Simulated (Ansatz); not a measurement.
Ansatz (a quantum-chemistry and plane-wave program) input:

Ansatz 0.2 input:
```yaml
crystal:
  lattice:
    - [5.8665249758, 0.0, 0.0]
    - [0.0, 5.8665249758, 0.0]
    - [0.0, 0.0, 8.4178335165]
  atoms:
    - { symbol: Rb, position: [0.0, 0.5, 0.25] }
    - { symbol: Rb, position: [0.0, 0.5, 0.75] }
    - { symbol: Rb, position: [0.5, 0.0, 0.25] }
    - { symbol: Rb, position: [0.5, 0.0, 0.75] }
    - { symbol: H, position: [0.5, 0.5, 0.3041576843] }
    - { symbol: H, position: [0.5, 0.5, 0.6958423157] }
    - { symbol: H, position: [0.0, 0.0, 0.8041576843] }
    - { symbol: H, position: [0.0, 0.0, 0.1958423157] }
    - { symbol: H, position: [0.301194609, 0.698805391, 0.5] }
    - { symbol: H, position: [0.698805391, 0.301194609, 0.5] }
    - { symbol: H, position: [0.801194609, 0.801194609, 0.0] }
    - { symbol: H, position: [0.198805391, 0.198805391, 0.0] }
    - { symbol: Pt, position: [0.5, 0.5, 0.5] }
    - { symbol: Pt, position: [0.0, 0.0, 0.0] }
kpoints:
  mp_grid: { grid: [5, 5, 4] }
hamiltonian:
  xc: r2scan
  pseudopotentials: { kind: paw }
scf:
  occupations: { method: fixed }
checkpoint: { read: static.run }
output: { write_density: true, elf: true, volumetric_format: npy }
```

Output (shortened):

```
Pseudopotentials: kind: paw
Pseudopotential: Rb, paw, valence charge 9
Pseudopotential: H, paw, valence charge 1
Pseudopotential: Pt, paw, valence charge 18
Functional definition: r2SCAN
Crystal: 14 atoms, lattice volume = 289.709 Å³
Basis set: ecut = 500 eV, 7395 PW (Γ), exchange–correlation on 180×180×256 points (64 copies of the dense FFT grid, shifted against one another)
Bands: 54, of which v1, the nominal top of the filled ones, is band 40 counted from 1 (39 counted from 0)
Symmetry: 16 space group operations
Space group: P42/mnm (ITA 136), of the structure as read, at distance tolerance 6.6e-5 Å
k-points: 18 of 100
PAW frozen core: Rb, regenerated for the run's functional
PAW frozen core: Pt, regenerated for the run's functional
Initial density: read from a saved state, or passed on in memory by an earlier SCF of this step, an earlier step, the calling program or the single point that …
Stability of the state it starts from, as read at its close in the unpolarized treatment …
Initial wavefunctions: pseudopotential atomic-orbital guess
Eigensolver: davidson
Functional: x = r2scan, c = r2scan; τ floored in thin density (d = 2e-4 eV/Å³)
iter 1 solved again at ethr=9.46e-8 eV; its pass at ethr=3.10e-3 eV (dr2=7.57e-5 eV) is discarded
SCF iter   1: F=—  HF=-38319.829411 eV  |F-HF|=—  |Δ(HF+E_count)|=         —  Δρ=4.21e-7  dr2=2.29e-10  dr2_τ=5.90e-11  ethr=9.46e-8  ⟨swp⟩=4.2  Hψ=5976  notcnv=0  defer=210
all-band conjugate gradients solve this SCF's bands
preconditioner: auto → Resta (q_TF=auto, 2.202 Å⁻¹)
SCF iter   2: F=-38319.829411 eV  HF=-38319.829411 eV  |F-HF|=2.18e-11  |Δ(HF+E_count)|=   3.07e-8  Δρ=2.14e-7  dr2=7.58e-11  dr2_τ=6.95e-11  ethr=1.00e-12  ⟨swp⟩=18.7  Hψ=7264  notcnv=0
SCF 1 converged in 2 iterations: F = -38319.829411 eV  dr2 = 7.58e-11
SCF converged after 2 iterations
Free energy (F): -38319.829411 eV
Harris-Foulkes:  -38319.829411 eV  (|F-HF|=2.18e-11)
Internal energy: -38319.829411 eV  (E = F + TS)
E sigma→0 (E₀):  -38319.829411 eV
Fermi energy:    2.502912 eV
--- Per-component energies (eV) ---
  E_band       = -1303.363256
  E_kinetic    = 2161.500248
  E_local      = -9396.572268  (includes V_loc(G=0)·N_el)
  E_nonlocal   = 1098.981769
  E_hartree    = 3444.485981
  E_xc         = -1075.883946
  E_vxc        = -1388.371361  (∫ρ·V_xc dr)
  E_paw        = -29502.192658  (= ΣΔE_a)
  E_vpaw       = -750.754001  (= ΣTr[D̂ρ^β])
  E_aug_tail   = -0.002946  (compensation charges beyond the density's cutoff)
  E_vtau       = 82.883861  (kinetic-family band-sum trace: ∫τ·v_τ [+ j·A + Jᵃ·Aᵃ] dr)
  E_ewald      = -5049.094893
  E_core_change = -1.050698  (= ΣΔE_core)
  E_smearing   =  0.000000  (= −TS)
  E_closure    = 0.000000  (closes the sum)
  Σ components = -38319.829411   (vs F -38319.829411, Δ=0.00e0)
  [band-id]    e_kinetic+e_local+e_nonlocal+2·e_hartree+e_vxc+e_vpaw+e_augmentation_tail+e_vtau = -1303.362736   (vs E_band -1303.363256, Δ=5.20e-4)
--- Band table (eV; the first three rows and the last of 18) ---
  k-point 0: bands = ["-95.4029", "-95.4029", "-49.1995", "-49.1995", "-49.1974", "-49.1974", "-48.6601", "-48.6601", "-23.7409", "-23.7244", "-23.7036", "-23.6889", "-7.5783", "-7.4477", "-7.4477", "-7.4108", "-7.3993", "-7.3993", "-7.2060", "-7.1535", "-7.1535", "-7.1406", "-7.1296", "-7.1296", "-2.5692", "-2.1462", "-1.6763", "-1.6407", "1.1621", "1.5257", "1.7138", "1.7138", "1.7860", "1.7860", "2.0785", "2.2139", "2.2139", "2.2254", "2.2638", "2.5029", "6.3509", "7.3844", "7.3844", "7.6051", "8.1286", "8.9168", "9.0198", "9.3917", "10.5280", "10.5280", "10.8255", "11.3164", "11.5501", "11.7824"]
  k-point 1: bands = ["-95.4029", "-95.4029", "-49.1995", "-49.1995", "-49.1974", "-49.1974", "-48.6601", "-48.6601", "-23.7385", "-23.7268", "-23.7015", "-23.6911", "-7.5273", "-7.4417", "-7.4417", "-7.4054", "-7.4054", "-7.3726", "-7.2645", "-7.1816", "-7.1500", "-7.1500", "-7.1331", "-7.1331", "-2.5019", "-2.2013", "-1.6737", "-1.6468", "1.1842", "1.4321", "1.7138", "1.7138", "1.7858", "1.7858", "2.1030", "2.2066", "2.2168", "2.2168", "2.3234", "2.4838", "6.6030", "7.3790", "7.3790", "7.8000", "8.0344", "8.9771", "9.3056", "9.3167", "10.1184", "10.6562", "10.6562", "11.3216", "11.3539", "11.5513"]
  k-point 2: bands = ["-95.4029", "-95.4029", "-49.1995", "-49.1995", "-49.1974", "-49.1974", "-48.6601", "-48.6601", "-23.7327", "-23.7327", "-23.6963", "-23.6963", "-7.4321", "-7.4321", "-7.4152", "-7.4152", "-7.3997", "-7.3997", "-7.2785", "-7.2785", "-7.1420", "-7.1420", "-7.1412", "-7.1412", "-2.3459", "-2.3459", "-1.6616", "-1.6616", "1.2758", "1.2758", "1.7137", "1.7137", "1.7856", "1.7856", "2.1576", "2.1576", "2.2197", "2.2197", "2.4207", "2.4207", "7.2271", "7.2271", "7.3736", "7.3736", "8.8942", "8.8942", "9.1524", "9.1524", "10.1314", "10.1314", "10.9878", "10.9878", "11.0742", "11.0742"]
  k-point 17: bands = ["-95.4029", "-95.4029", "-49.1995", "-49.1995", "-49.1974", "-49.1974", "-48.6601", "-48.6601", "-23.7158", "-23.7156", "-23.7123", "-23.7121", "-7.5474", "-7.5372", "-7.4832", "-7.4733", "-7.3383", "-7.3280", "-7.3218", "-7.3120", "-7.1413", "-7.1384", "-7.1117", "-7.1103", "-2.0794", "-2.0792", "-1.6283", "-1.6274", "1.4371", "1.5231", "1.6812", "1.7163", "1.8641", "1.8983", "2.1735", "2.1846", "2.1927", "2.1984", "2.4805", "2.4887", "6.2752", "6.3692", "7.1534", "7.1814", "8.4130", "8.5506", "9.5143", "9.5911", "9.7045", "9.7244", "10.4786", "10.6835", "10.8153", "10.9376"]
  band table: 54 of 54 bands, residual norms ≤ 1.0e-3 eV
```

Cost: about 30 core-seconds (a rough figure) on shared cores.

Space group P4_2/mnm. The first step of the workflow began from a Materials Project structure, measured or hypothetical; the Crystallography Open Database copy checked does not list it. Its standing as an ambient phase is unchecked. Symmetry was held in the r²SCAN relaxation; its stability against distortions is not shown here. The run is not spin-polarised. Scalar-relativistic: spin–orbit coupling is off unless named, which matters more the heavier the elements.

Potentials: the later of the program's two PAW sets.

Ansatz is a plane-wave DFT program.
